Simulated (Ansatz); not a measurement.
IrW in space group Cmcm (No. 63; W on 4c, Ir on 4c), DFT-PBE in the program Ansatz with PAW potentials, all energies at zero smearing, with the estimated change up to a 700 eV cutoff added, with one set of potentials and settings (totals compare only within such a set). Cell of 4 atoms (2 W, 2 Ir): -44646.031 eV.

```
element             reference phase  E (eV/atom)
-------  --------------------------  -----------
W        Im-3m, 1 atoms in the cell  -10385.9177
Ir       Fm-3m, 1 atoms in the cell  -11936.8363
```

Formation energy per atom, worked out: (-44646.031 − 2×(-10385.9177) − 2×(-11936.8363))/4 = -0.131 eV/atom (-13 kJ per mol of atoms), at 0 K, without zero-point energy or fitted corrections.

The start of the workflow was typed in or built on a structure type; neither database checked (COD, Materials Project) lists it. COD files the formula under space group No. 51, so this cell is another polymorph or a model. Whether it is the stable phase at ambient conditions was not checked. Symmetry was held in the PBE relaxation; its stability against distortions is not shown here. The run is not spin-polarised. The references are the lowest solids computed at this level, not always the standard phases. Scalar-relativistic: spin–orbit coupling is off unless named, which matters more the heavier the elements.

Potentials: the earlier of the program's two PAW sets.
